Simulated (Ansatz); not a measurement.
How the functional moves the response of Pd (Fm-3m) (r²SCAN, PBEsol)

```
Pd
1.0
     0.00000    1.95516    1.95516
     1.95516    0.00000    1.95516
     1.95516    1.95516    0.00000
Pd
1
Cartesian
  0.0000 0.0000 0.0000
```

This cell (14.95 Å³ an atom) was relaxed by PAW under r²SCAN, and each functional gets its own cell relaxed so. Quantity: harmonic phonons by finite displacements (negative means unstable), on a 4×4×4 q mesh.

Runs: (1) r²SCAN, PAW on Ansatz 0.2.0's default frozen-core files (fitted under PBE), scalar-relativistic; k mesh 24×24×24, Fermi-Dirac smearing of 0.100 eV, cutoff 500 eV. (2) PBEsol, PAW on Ansatz 0.2.0's default frozen-core files (fitted under PBE), scalar-relativistic; k mesh 20×20×20, Fermi-Dirac smearing of 0.050 eV, cutoff 420 eV.

Under r²SCAN: highest mode = 223 cm⁻¹, lowest at L = 107 cm⁻¹, lowest at X = 150 cm⁻¹, lowest at W = 139 cm⁻¹, Grüneisen γ (heat-capacity mean at 300 K) = 2.46.

**Question.** Which way does PBEsol move the volume, and by how much?

**Answer.** a = 3.875 Å, 14.55 Å³ an atom: 2.7 % smaller.

**Question.** What does PBEsol give for these quantities?

**Answer.** 

| quantity | r²SCAN | PBEsol | change |
| --- | --- | --- | --- |
| highest mode | 223 cm⁻¹ | 235 cm⁻¹ | +6 % |
| lowest at L | 107 cm⁻¹ | 115 cm⁻¹ | +8 % |
| lowest at X | 150 cm⁻¹ | 160 cm⁻¹ | +7 % |
| lowest at W | 139 cm⁻¹ | 149 cm⁻¹ | +7 % |
| Grüneisen γ (heat-capacity mean at 300 K) | 2.46 | 2.38 | -3 % |

Limits of these numbers: frozen-core PAW files fitted under PBE, their cores solved anew for the functional of the run; responses of metals move with mesh and smearing.
